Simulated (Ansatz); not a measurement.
# Computed properties of CsPH₂O₄

CsPH$_{2}$O$_{4}$:
```
CsPH2O4
1.0
    4.91877     0.00000     0.00000
    0.00000     6.31068     0.00000
   -2.34660     0.00000     7.56176
Cs H P O
2 4 2 8
Cartesian
 -0.45277   1.37571   5.55901
  3.02494   4.53105   2.00275
  0.14021   6.21039   0.21508
  2.43196   3.05505   7.34668
  2.50142   1.41702   2.67890
  0.07074   4.57237   4.88285
  0.47467   1.45658   1.79968
  2.09749   4.61193   5.76208
  0.76303   0.11861   1.00216
  1.80914   3.27396   6.55960
  0.74054   2.65855   0.91622
  1.83163   5.81389   6.64554
 -1.46825   4.57093   5.10956
  4.04042   1.41559   2.45220
  1.54081   1.39883   2.96471
  1.03136   4.55418   4.59704
```

Space group P2_1 (No. 4); conventional cell a = 4.9188 Å, b = 6.3107 Å, c = 7.9175 Å, α = 90.00°, β = 107.24°, γ = 90.00°.

Method: the program Ansatz at the r²SCAN level (PAW). Structure relaxed to zero pressure with the same functional. Other levels are named where they apply.

Cell and energy:

Volume per atom: 14.67 Å³
Density: 3.25 g/cm³
Formation energy from the elements (no fitted shifts): -1.94 eV/atom

Electronic structure:

- Band gap: 5.97 eV (indirect)
- Valence-band maximum: at A (k = 0.500, 0.000, 0.500 in fractions of the reciprocal vectors)
- Conduction-band minimum: at Γ
- Smallest direct gap on the standard path: 6.06 eV
- Electron effective mass: 0.45, 0.48, 0.48 mₑ (principal values)
- Hole effective mass: 3.0, 12, 18 mₑ (principal values)
- HSE06 gap on the r²SCAN cell: 7.07 eV
- Gap with spin–orbit coupling: 5.97 eV

Mechanics:

* **Bulk modulus (Birch–Murnaghan fit)**: 21.0 GPa
* **Pressure derivative B′**: 5.2

Charges:

- Bader charges: Cs +0.92, H +0.67, P +3.87, O -1.57 to -1.49 e

The first step of the workflow began from a Materials Project structure, measured or hypothetical; the Crystallography Open Database files this formula in space group No. 4, but the cells were not matched. Its standing as an ambient phase is unchecked. Symmetry was held in the r²SCAN relaxation; whether a distortion lowers the energy is not shown. The references are the lowest solids computed at this level, not always the standard phases (solids in place of the gases). Scalar-relativistic: spin–orbit coupling is off unless named, which matters more the heavier the elements.

Potentials: the later of the program's two PAW sets.
